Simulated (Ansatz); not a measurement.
Data:

NbInO4:
Space group P2/c (No. 13); a = 4.859 Å, b = 5.798 Å, c = 5.153 Å, α = 90.00°, β = 91.02°, γ = 90.00°

```
atom  site  symmetry       x       y       z
----  ----  --------  ------  ------  ------
Nb      2e         2  0.0000  0.1782  0.2500
In      2f         2  0.5000  0.6812  0.2500
O       4g         1  0.2597  0.3812  0.4015
O       4g         1  0.2149  0.1026  0.9385
```

This is the r²SCAN-relaxed structure.

All from the program Ansatz at the r²SCAN level (PAW), unless another level is named. Give the formation energy from the elements (no fitted shifts).

-2.48 eV/atom.

What about the hole effective mass?

1.6, 2.2, 2.2 mₑ (principal values).

What about the electron effective mass?

0.79, 1.3, 1.8 mₑ (principal values).

The first step of the workflow began from a Materials Project structure, measured or hypothetical; the Crystallography Open Database files this formula in space group No. 13, but the cells were not matched. Its standing as an ambient phase is unchecked. The cell was relaxed with r²SCAN under the symmetry of its start; its stability against distortions is not shown here. The run is not spin-polarised. The references are the lowest solids computed at this level, not always the standard phases (solids in place of the gases). Scalar-relativistic: spin–orbit coupling is off unless named, which matters more the heavier the elements.

Potentials: the later of the program's two PAW sets.

Edges and masses are those of Kohn–Sham bands, whose gap is no quasiparticle gap.
